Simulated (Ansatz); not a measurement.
ZrGeS:
```cif
data_Ge2S2Zr2
_chemical_formula_sum 'Zr2 S2 Ge2'
_space_group_name_H-M_alt 'P4/nmm :1'
_space_group_IT_number 129
_space_group_name_Hall 'P 4ab 2ab -1ab'
_cell_length_a 3.64038
_cell_length_b 3.64038
_cell_length_c 8.06354
_cell_angle_alpha 90.000
_cell_angle_beta 90.000
_cell_angle_gamma 90.000
loop_
_space_group_symop_operation_xyz
  'x, y, z'
  '-y+1/2, x+1/2, z'
  '-x, -y, z'
  'y+1/2, -x+1/2, z'
  'x+1/2, -y+1/2, -z'
  '-y, -x, -z'
  '-x+1/2, y+1/2, -z'
  'y, x, -z'
  '-x+1/2, -y+1/2, -z'
  'y, -x, -z'
  'x+1/2, y+1/2, -z'
  '-y, x, -z'
  '-x, y, z'
  'y+1/2, x+1/2, z'
  'x, -y, z'
  '-y+1/2, -x+1/2, z'
loop_
_atom_site_label
_atom_site_type_symbol
_atom_site_symmetry_multiplicity
_atom_site_Wyckoff_symbol
_atom_site_fract_x
_atom_site_fract_y
_atom_site_fract_z
_atom_site_occupancy
Zr1 Zr 2 c 0.00000 0.50000 0.27471 1
S1 S 2 c 0.50000 0.00000 0.37838 1
Ge1 Ge 2 a 0.00000 0.00000 0.00000 1
```

Relaxed with r²SCAN.

Tabulate the valence density and the electron localisation function along the shortest Ge–Ge contact (2.57 Å), r²SCAN in the plane-wave PAW code Ansatz.



```csv
distance from Ge (Å),density (e/Å³),ELF
0.26,26.58,0.02
0.39,11.09,0.04
0.51,4.04,0.12
0.64,1.62,0.25
0.77,0.85,0.34
0.90,0.56,0.39
1.03,0.44,0.45
1.16,0.39,0.53
1.29,0.37,0.57
1.42,0.39,0.53
1.54,0.44,0.45
1.67,0.56,0.39
1.80,0.85,0.34
1.93,1.62,0.25
2.06,4.02,0.12
2.19,11.15,0.04
2.32,26.46,0.01
```

The density is the valence pseudo-density with augmentation charge, so density and ELF within about 1 Å of a nucleus are not all-electron values.

The workflow started from an entry of the Crystallography Open Database (COD). Its standing as an ambient phase is unchecked. Symmetry was held in the r²SCAN relaxation; its stability against distortions is not shown here. No spin polarisation was allowed.

Potentials: the later of the program's two PAW sets.
